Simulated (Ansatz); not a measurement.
Consider the following.

BeS:
Space group P6₃/mmc (No. 194); a = 3.2710 Å, b = 3.2710 Å, c = 5.2065 Å, α = 90.00°, β = 90.00°, γ = 120.00°

| atom | site | symmetry | x | y | z |
|---|---|---|---|---|---|
| Be | 2a | -3m. | 0.0000 | 0.0000 | 0.0000 |
| S | 2c | -6m2 | 0.3333 | 0.6667 | 0.2500 |

This is the PBEsol-relaxed structure.

Problem. All from PBEsol (plane waves, PAW; program Ansatz), unless another level is named. Give the Born charges (a third of the trace).

Solution. Be +2.70, S -2.70 e.

Problem. What about the electronic dielectric constant ε∞ (DFPT)?

Solution. 9.00 (xx = yy), 9.92 (zz).

Space group P6_3/mmc (NiAs type). This is a known high-pressure phase of the composition, computed here at zero pressure and temperature. The cell was relaxed with PBEsol under the symmetry of its start. At this level the phase is dynamically unstable (imaginary phonons).

Potentials: the earlier of the program's two PAW sets. The files were generated under PBE; for other functionals the program regenerates the frozen cores, and for LDA and PBEsol the local potential too.
